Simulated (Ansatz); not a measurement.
A distorted cell of Si (diamond):

```
Si
1.0
    0.00000     2.75792     2.75792
    2.75792     0.00000     2.75792
    2.75792     2.75792     0.00000
Si
2
Direct
  0.00000   0.00000   0.00000
  0.25000   0.25000   0.25000
```

Method: r2SCAN (plane waves to 500 eV, PAW, scalar-relativistic; Ansatz, a program for electronic structure). k mesh 11×11×11 (Γ-centred), Fermi-Dirac smearing 0.05 eV. E stands for the smeared free energy. Compression counts positive. Si was relaxed with its symmetry unable to fall.

### Question
Give the stress tensor in GPa and the pressure.

### Answer
```
   -3.5      0.0      0.0
    0.0     -3.5      0.0
    0.0      0.0     -3.5
```
The pressure, a third of the trace, is -3.5 GPa.

### Question
It is the relaxed cell scaled evenly to V/V₀ = 1.040, atoms relaxed where free. What is its energy relative to the relaxed cell?

### Answer
9.1 meV/atom.

(A scan under strain: stresses follow from slopes of the energy per volume, elastic moduli from its curvatures.)
